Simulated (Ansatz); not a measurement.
Consider the following.

Bi₂S₃:
```yaml
crystal:
  lattice:
    - [11.13480, 0.00000, 0.00000]
    - [0.00000, 3.97949, 0.00000]
    - [0.00000, 0.00000, 10.96505]
  atoms:
    - { symbol: Bi, position: [0.49468, 0.25000, 0.32480] }
    - { symbol: Bi, position: [0.00532, 0.75000, 0.82480] }
    - { symbol: Bi, position: [0.99468, 0.25000, 0.17520] }
    - { symbol: Bi, position: [0.50532, 0.75000, 0.67520] }
    - { symbol: Bi, position: [0.33332, 0.75000, 0.03145] }
    - { symbol: Bi, position: [0.16668, 0.25000, 0.53145] }
    - { symbol: Bi, position: [0.83332, 0.75000, 0.46855] }
    - { symbol: Bi, position: [0.66668, 0.25000, 0.96855] }
    - { symbol: S, position: [0.28160, 0.25000, 0.19559] }
    - { symbol: S, position: [0.21840, 0.75000, 0.69559] }
    - { symbol: S, position: [0.78160, 0.25000, 0.30441] }
    - { symbol: S, position: [0.71840, 0.75000, 0.80441] }
    - { symbol: S, position: [0.55042, 0.75000, 0.12944] }
    - { symbol: S, position: [0.94958, 0.25000, 0.62944] }
    - { symbol: S, position: [0.05042, 0.75000, 0.37056] }
    - { symbol: S, position: [0.44958, 0.25000, 0.87056] }
    - { symbol: S, position: [0.37762, 0.75000, 0.44245] }
    - { symbol: S, position: [0.12238, 0.25000, 0.94245] }
    - { symbol: S, position: [0.87762, 0.75000, 0.05755] }
    - { symbol: S, position: [0.62238, 0.25000, 0.55755] }
```

This is the PBE+D3(BJ)-relaxed structure.

Question: All from PBE+D3(BJ) (plane waves, PAW; program Ansatz), unless another level is named. Estimate the highest zone-centre frequency (without LO–TO term).

Answer: 291 cm⁻¹.

Question: Next, the Hill bulk and shear moduli?

Answer: 41.2 and 22.6 GPa.

Space group Pnma. Symmetry was held in the PBE+D3(BJ) relaxation. Scalar-relativistic: spin–orbit coupling is off unless named, which matters more the heavier the elements.

Potentials: the later of the program's two PAW sets.
